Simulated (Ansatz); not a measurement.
The cell below belongs to a search over invented structures; it isn't taken from experiment.

Input and command of a plane-wave DFT calculation in Ansatz:

```yaml
crystal:
  lattice:
    - [0.0, 5.4561782, 5.4561782]
    - [5.4561782, 0.0, 5.4561782]
    - [5.4561782, 5.4561782, 0.0]
  atoms:
    - { symbol: Pr, position: [0.74550917, 0.25449083, 0.25449083] }
    - { symbol: Pr, position: [0.25449083, 0.74550917, 0.74550917] }
    - { symbol: Pr, position: [0.25449083, 0.74550917, 0.25449083] }
    - { symbol: Pr, position: [0.74550917, 0.25449083, 0.74550917] }
    - { symbol: Pr, position: [0.25449083, 0.25449083, 0.74550917] }
    - { symbol: Pr, position: [0.74550917, 0.74550917, 0.25449083] }
    - { symbol: Pr, position: [0.25, 0.25, 0.25] }
    - { symbol: Pr, position: [0.75, 0.75, 0.75] }
    - { symbol: Hg, position: [0.0, 0.0, 0.0] }
    - { symbol: Hg, position: [0.5, 0.5, 0.5] }
basis:
  ecutwfc: 660
kpoints:
  mp_grid: { grid: [3, 3, 3] }
hamiltonian:
  xc: pbe
  pseudopotentials:
    kind: paw
    azcp: { Pr: "pseudopotentials/pbe/nc/lanthanide_3plus/Pr.nc.azcp" }
scf:
  occupations: { method: gaussian, width: 0.2 }
  lower_state_search: "off"
output:
  forces: true
  stress: true
  eigenvalues: true
relax:
  adjacent_minimum: "off"
  f_tol: 0.08
  max_steps: 16
  cell: { stress_tol: 0.8 }
```

```bash
ansatz run input.yaml --threads 1 --pin off --max-ram 2816MiB --backend cpu --events-out ev --progress --plain --runs-dir out
```

Processor: Intel(R) Xeon(R) 6975P-C (Granite Rapids), 1 thread, on a host shared with other jobs.

Question: How long does it run, and how much memory does it take?

Answer: About 75 s, peak memory 0.93 GiB. It solves 77 bands at 4 k points (after reduction by symmetry) with about 15665 plane waves (on the last cell), in 34 SCF iterations over 5 ionic steps.

With its 4f electrons in the core of a norm-conserving potential, the lanthanide is trivalent by construction, without f bands, f moments or other valences.
